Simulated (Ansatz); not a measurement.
# Cr2Si6Mo: relaxed-ion elastic tensor

Theory: DFT PBE, scalar-relativistic, plane waves, PAW (Ansatz). Cutoff 420 eV, 10×10×10 k-points (Γ-centred), Fermi-Dirac smearing of 0.15 eV. No spin polarisation.

Relaxed structure:
```xyz
9
Lattice="0.0000 3.8345 6.6403 2.2182 0.0000 6.6403 2.2182 3.8345 0.0000" Properties=species:S:1:pos:R:3 pbc="T T T"
Cr    2.2182    3.8345   11.0577
Cr    2.2182    3.8345    2.2230
Si    2.2182    2.5771    4.3909
Si    2.2182    2.5771    8.8898
Si    2.2182    6.4152    6.6403
Si    2.2182    5.0919    4.3909
Si    2.2182    5.0919    8.8898
Si    2.2182    1.2538    6.6403
Mo    2.2182    3.8345    6.6403
```

The cell was found from a structure generator's guess, not taken from experiment. In a metal, frequencies and elastic constants depend on the k mesh and the smearing, soft modes and shear constants most.

(1) Give the relaxed-ion elastic constants (GPa, Voigt order xx yy zz yz xz xy, on the Cartesian axes of the cell above).

(2) Is the crystal stable against homogeneous strain?

(3) And the moduli of a polycrystal (Hill averages)?

Results:

(1)
C11 = 412.1, C12 = 92.3, C13 = 58.4, C22 = 454.4, C23 = 88.2, C33 = 415.1, C44 = 198.1, C55 = 111.6, C66 = 193.8 GPa; the others vanish.

(2) Yes: the least eigenvalue of the tensor is 111.6 GPa.

(3) B = 195 GPa, G = 166 GPa, E = 389 GPa, ν = 0.17.
